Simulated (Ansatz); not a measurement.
The calculation used DFT, BLYP, plane waves (420 eV) with PAW, scalar-relativistic in Ansatz. The PAW files were generated under PBE, with cores re-solved for the functional.

An element in the hcp structure gives this curve. The cell is scaled uniformly from the relaxed one, with fractional coordinates and shape fixed. Energies are extrapolated to zero smearing, pressures are those at the given smearing. Magnetic state: spin not included.

| V (Å³/atom) | E − E₀ (meV/atom) | P (GPa) |
| --- | --- | --- |
| 32.975 | 14.4 | 1.17 |
| 34.474 | 5.9 | 0.70 |
| 35.973 | 1.3 | 0.32 |
| 37.472 | 0.0 | 0.01 |
| 38.971 | 1.3 | -0.25 |
| 40.470 | 4.9 | -0.46 |
| 41.969 | 10.2 | -0.64 |

Q: Which element is it?
A. sodium
B. gadolinium
C. lanthanum
D. lead

A: A. Its fit is V₀ = 37.42 Å³/atom, B₀ = 7.1 GPa, B₀′ = 3.9.
